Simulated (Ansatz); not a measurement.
K3P (space group P6_3/mmc)

```
K3P
1.0
    5.67456     0.00000     0.00000
   -2.83728     4.91432     0.00000
    0.00000     0.00000    10.03381
K P
6 2
Direct
  0.33333   0.66667   0.58087
  0.66667   0.33333   0.41913
  0.66667   0.33333   0.08087
  0.33333   0.66667   0.91913
  0.00000   0.00000   0.75000
  0.00000   0.00000   0.25000
  0.66667   0.33333   0.75000
  0.33333   0.66667   0.25000
```

The slice is a (0001) plane (indices of the conventional cell) through the point (0.667, 0.333, 0.419) (fractional), spanned by u = [110] and v = [1 -1 0] in vectors of this cell: u (5.67 Å) and v (9.83 Å, at 90° to u). It covers one period; positions are fractions (u, v).

Level of theory: r2SCAN (plane waves to 500 eV, PAW, scalar-relativistic; Ansatz, a first-principles code). k mesh 7×7×4. Inside the PAW spheres the values are not all-electron values, and peaks at nuclei hang on which shells count as valence. K3P was relaxed with its symmetry unable to fall.

Q: Predict the map of the valence electron density on the slice.

A: 
```tsv
v \ u	0.00	0.14	0.29	0.43	0.57	0.71	0.86
0.88	-0.9	-1.4	-1.9	-1.9	-1.9	-1.9	-1.4
0.75	-1.2	-1.3	-1.6	-1.9	-1.9	-1.6	-1.3
0.62	-1.1	-1.2	-1.5	-1.0	-1.0	-1.5	-1.2
0.50	-1.6	-1.6	-0.9	0.6	0.6	-0.9	-1.6
0.38	-1.8	-1.9	-1.7	-1.0	-1.0	-1.7	-1.9
0.25	-1.9	-1.8	-1.5	-1.2	-1.2	-1.5	-1.8
0.12	-0.9	-1.3	-1.4	-1.1	-1.1	-1.4	-1.3
0.00	0.6	0.0	-1.5	-1.6	-1.6	-1.5	0.0
```

Values: log₁₀ of the valence density in e/Å³. The scale is logarithmic, as a density can span decades between atoms and voids.
